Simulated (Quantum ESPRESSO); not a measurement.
Inputs of pw.x and gipaw.x (a modified build of Quantum ESPRESSO, PBE) for Si; the starting potential comes from an earlier run on another mesh:

```
&CONTROL
  calculation = 'scf'
  prefix = 'x'
  pseudo_dir = './pseudo'
  outdir = './out'
  tprnfor = .true.
/
&SYSTEM
  ibrav = 0
  nat = 2
  ntyp = 1
  ecutwfc = 40
  ecutrho = 160
  occupations = 'fixed'
  nbnd = 4
/
&ELECTRONS
  conv_thr = 1e-11
  startingpot = 'file'
/
ATOMIC_SPECIES
Si 28.085 Si.GGA_PBE-JTH.UPF
CELL_PARAMETERS angstrom
    0.000000000000     2.721850000000     2.721850000000
    2.721850000000     0.000000000000     2.721850000000
    2.721850000000     2.721850000000     0.000000000000
ATOMIC_POSITIONS crystal
Si     0.250000000000     0.250000000000     0.250000000000
Si     0.000000000000     0.000000000000     0.000000000000
K_POINTS automatic
8 8 8 1 1 1
```

```
&INPUTGIPAW
  job = 'nmr'
  prefix = 'x'
  tmp_dir = './out/'
  restart_mode = 'from_scratch'
  pawproj(1) = .true.
  use_nmr_macroscopic_shape = .false.
/
```

Geometry: a computed entry of the Materials Project; it was not checked against measured cells. It is Si in Fd-3m. Stability against distortions was not tested.

Q: Predict the shielding tensors that the run ends with.

A: 
```
     Total NMR chemical shifts in ppm: ---------------------------------------
     (adopting the Simpson convention for anisotropy and asymmetry)-----------

     Atom  1  Si  pos: (  0.353553  0.353553  0.353553)  Total sigma:         407.66
           407.6650         -0.0000          0.0000
            -0.0000        407.6650          0.0000
            -0.0000         -0.0000        407.6650

     Si      1    anisotropy:      0.00    eta:    0.0000
     Si      1    sigma_11=    407.66
     Si      1    sigma_22=    407.66
     Si      1    sigma_33=    407.66

     Atom  2  Si  pos: (  0.000000  0.000000  0.000000)  Total sigma:         407.66
           407.6650          0.0000         -0.0000
             0.0000        407.6650         -0.0000
             0.0000         -0.0000        407.6650

     Si      2    anisotropy:      0.00    eta:    0.0000
     Si      2    sigma_11=    407.66
     Si      2    sigma_22=    407.66
     Si      2    sigma_33=    407.66
```
The printed anisotropy is 3/2 (σ_33 − σ_iso) in the program's own order; the axes are left out here. All sites are cubic, so the anisotropy vanishes by symmetry. These are absolute shieldings with no macroscopic susceptibility term; δ = σ_ref − σ needs a reference computed alike. By our sweeps, such settings leave a few ppm in absolute σ. No d partial waves on Si: the paramagnetic term there is incompletely reconstructed. The band gap at this level is small, which makes the paramagnetic part of σ large and sensitive to the functional.
